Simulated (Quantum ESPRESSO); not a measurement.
# Band energies of LiF

```xyz
2
Lattice="0.0000 1.9525 1.9525 1.9525 0.0000 1.9525 1.9525 1.9525 0.0000" Properties=species:S:1:pos:R:3 pbc="T T T"
Li     0.0000     0.0000     0.0000
F      1.9525     1.9525     1.9525
```

norm-conserving LDA (Quantum ESPRESSO, 84 Ry, scalar-relativistic); path ΓXWKΓLUWLK,UX; energies in eV from the valence-band maximum.

| k (1/Å) | point | band 1 | band 2 | band 3 | band 4 | band 5 | band 6 | band 7 | band 8 |
|---|---|---|---|---|---|---|---|---|---|
| 0.00 | Γ | -39.52 | -19.77 | 0.00 | 0.00 | 0.00 | 9.75 | 24.72 | 24.72 |
| 0.75 |  | -39.46 | -19.45 | -1.43 | -0.54 | -0.54 | 11.77 | 19.29 | 20.56 |
| 1.61 | X | -39.39 | -18.89 | -3.52 | -1.17 | -1.17 | 15.32 | 16.53 | 18.36 |
| 2.41 | W | -39.39 | -18.94 | -2.45 | -2.45 | -0.90 | 15.43 | 15.43 | 17.94 |
| 2.53 |  | -39.39 | -18.94 | -2.62 | -2.26 | -0.90 | 15.38 | 15.39 | 18.06 |
| 2.98 | K | -39.39 | -18.96 | -2.94 | -1.81 | -0.86 | 14.76 | 15.35 | 19.30 |
| 3.38 |  | -39.40 | -19.12 | -2.17 | -2.01 | -0.44 | 13.07 | 15.72 | 19.75 |
| 4.19 |  | -39.49 | -19.63 | -0.81 | -0.31 | -0.01 | 10.56 | 19.76 | 21.66 |
| 4.69 | Γ | -39.52 | -19.77 | 0.00 | 0.00 | 0.00 | 9.75 | 24.72 | 24.72 |
| 4.99 |  | -39.51 | -19.72 | -0.37 | -0.03 | -0.03 | 10.07 | 21.56 | 23.20 |
| 5.68 |  | -39.43 | -19.37 | -2.37 | -0.22 | -0.22 | 11.03 | 17.58 | 19.80 |
| 6.08 | L | -39.41 | -19.26 | -2.85 | -0.26 | -0.26 | 10.92 | 17.52 | 19.20 |
| 6.52 |  | -39.41 | -19.16 | -2.74 | -1.06 | -0.45 | 12.11 | 16.54 | 19.52 |
| 7.07 | U | -39.39 | -18.96 | -2.94 | -1.81 | -0.86 | 14.76 | 15.35 | 19.30 |
| 7.41 |  | -39.39 | -18.94 | -2.75 | -2.08 | -0.89 | 15.20 | 15.36 | 18.37 |
| 7.64 | W | -39.39 | -18.94 | -2.45 | -2.45 | -0.90 | 15.43 | 15.43 | 17.94 |
| 8.21 |  | -39.40 | -19.10 | -2.67 | -1.45 | -0.56 | 12.79 | 16.20 | 19.38 |
| 8.77 | L | -39.41 | -19.26 | -2.85 | -0.26 | -0.26 | 10.92 | 17.52 | 19.20 |
| 8.95 |  | -39.41 | -19.24 | -2.83 | -0.42 | -0.30 | 11.14 | 17.28 | 19.26 |
| 9.67 |  | -39.39 | -18.98 | -2.83 | -1.86 | -0.81 | 14.43 | 15.43 | 19.45 |
| 9.76 | K | -39.39 | -18.96 | -2.94 | -1.81 | -0.86 | 14.76 | 15.35 | 19.30 |
| 9.76 | U | -39.39 | -18.96 | -2.94 | -1.81 | -0.86 | 14.76 | 15.35 | 19.30 |
| 10.33 | X | -39.39 | -18.89 | -3.52 | -1.17 | -1.17 | 15.32 | 16.53 | 18.36 |

The LDA gap is 9.75 eV and nearly direct: the edges lie at 82 % of the way from K to Γ and Γ, the smallest direct gap within 0.02 eV of it. Another valence extremum on the path lies within 0.02 eV, too close to call.

Geometry relaxed with LDA.
